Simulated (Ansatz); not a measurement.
**Ge (diamond type) under strong compression**

```
CELL_PARAMETERS angstrom
0.00000 2.88115 2.88115
2.88115 0.00000 2.88115
2.88115 2.88115 0.00000
ATOMIC_POSITIONS crystal
Ge 0.87500 0.87500 0.87500
Ge 0.12500 0.12500 0.12500
```

The cell comes from a relaxation on PAW files under the same functional.

Its volume is scaled at fixed shape and fractional positions.

All numbers are PBE results (scalar-relativistic) from Ansatz 0.2.0, with a Γ-centred 11×11×11 k mesh, Fermi–Dirac smearing of 0.08 eV, no spin polarisation. Methods: LAPW: all electrons, basis error target 1 meV/atom; PAW: frozen-core files, cutoff 420 eV; crystal datasets: all electrons, by PAW datasets that the program makes for each cell; norm-conserving: pseudopotentials, cutoff 1061 eV; PAW (cutoff 1000 eV): frozen-core files, cutoff 1000 eV.

Energies are extrapolated to zero smearing and count from the unscaled cell; pressure is positive in compression; gaps take the mesh and a band path. No temperature or zero-point motion is included.

```tsv
V/V0	V (Å³/atom)	P LAPW (GPa)	ΔE LAPW (eV/atom)	P PAW − LAPW (GPa)	ΔE PAW − LAPW (meV/atom)
1.00	23.92	0.00	0.000	0.00	0.0
0.92	22.00	5.95	0.032	0.01	0.1
0.84	20.09	15.53	0.156	0.02	0.2
0.76	18.18	30.9	0.426	0.05	0.6
0.68	16.26	?	?	?	?
0.60	14.35	97.5	1.827	0.32	4.1
0.52	12.44	169.6	3.381	0.65	10.0
0.45	10.76	281.0	5.681	0.39	16.6
```

(1) Fit the Vinet equation to the LAPW pressures shown (residuals weighted by 1/(|P| + 0.03·Pmax)), and predict the pressure of the withheld row.

(2) From the table, what is the rise of the enthalpy H = E + pV up to the last row, and how stiff is the crystal between the last two rows?

(3) At the smallest volume, how far do crystal datasets and norm-conserving and PAW (cutoff 1000 eV) lie from LAPW in pressure?

(4) How do the Löwdin populations by LAPW change from the unscaled cell to the last row?

## Answers

(1) The fit gives V0 = 23.92 Å³/atom, B0 = 58.1 GPa and B0′ = 4.98. At 16.26 Å³/atom, x = (V/V0)^(1/3) = 0.8793, and P = 3·B0·(1 − x)/x²·exp[1.5·(B0′ − 1)·(1 − x)] = 55.9 GPa. The run itself gave 55.9 GPa (0.0 % off) and ΔE = 0.933 eV/atom.

(2) ΔH = 5.681 eV + (281.0 GPa × 10.76 Å³ − 0.00 GPa × 23.92 Å³) × 0.006242 eV/(GPa·Å³) = 24.56 eV/atom, of which pV makes 77 %. The mean bulk modulus there is −ΔP/Δln V = 771 GPa.

(3) crystal datasets: 0.00 GPa; norm-conserving: +1.30 GPa; PAW (cutoff 1000 eV): +0.16 GPa, on a LAPW pressure of 281.0 GPa.

(4) Ge 3s 1.99 → 1.95, Ge 4s 1.35 → 0.99, Ge 4p 2.64 → 3.07 electrons an atom. These are projections on the shells that the free atoms fill; 0.04 e a cell lies outside them at the start and 0.06 e at the end.
